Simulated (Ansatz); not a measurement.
# NaBeBr$_{3}$: relaxed-ion elastic tensor

The calculation used DFT PBE, scalar-relativistic, plane waves, PAW in Ansatz 0.2.0. Cutoff 420 eV, 6×6×6 k-points (Γ-centred), fixed occupations. No spin polarisation.

The cell is fixed (symmetry leaves no force on the atoms) and stands under 0.0 GPa:
```
Na Be Br
1.0
     4.95720    0.00000    0.00000
     0.00000    4.95720    0.00000
     0.00000    0.00000    4.95720
Na Be Br
1 1 3
Direct
  0.00000 0.00000 0.00000
  0.50000 0.50000 0.50000
  0.50000 0.50000 0.00000
  0.50000 0.00000 0.50000
  0.00000 0.50000 0.50000
```

The cell is the ideal cubic perovskite prototype; whether it is the stable structure of this composition wasn't checked.

Problem. Give the relaxed-ion elastic constants (GPa, Voigt order xx yy zz yz xz xy, on the axes of the cell above).

Solution.
C11 = 42.0, C12 = 30.4, C13 = 30.4, C22 = 42.0, C23 = 30.4, C33 = 42.0, C44 = 24.9, C55 = 24.9, C66 = 24.9 GPa; the others vanish.

Problem. Is the crystal stable against homogeneous strain?

Solution. Yes: the least eigenvalue of the tensor is 11.6 GPa.

Problem. And the moduli of a polycrystal (Hill averages)?

Solution. B = 34 GPa, G = 14 GPa, E = 37 GPa, ν = 0.32.

Symmetry holds off the tilts and polar distortions that many cubic perovskites undergo.

Cost: 1 run of about 0.49 core-minutes, on Arm Neoverse V2 (shared hosts).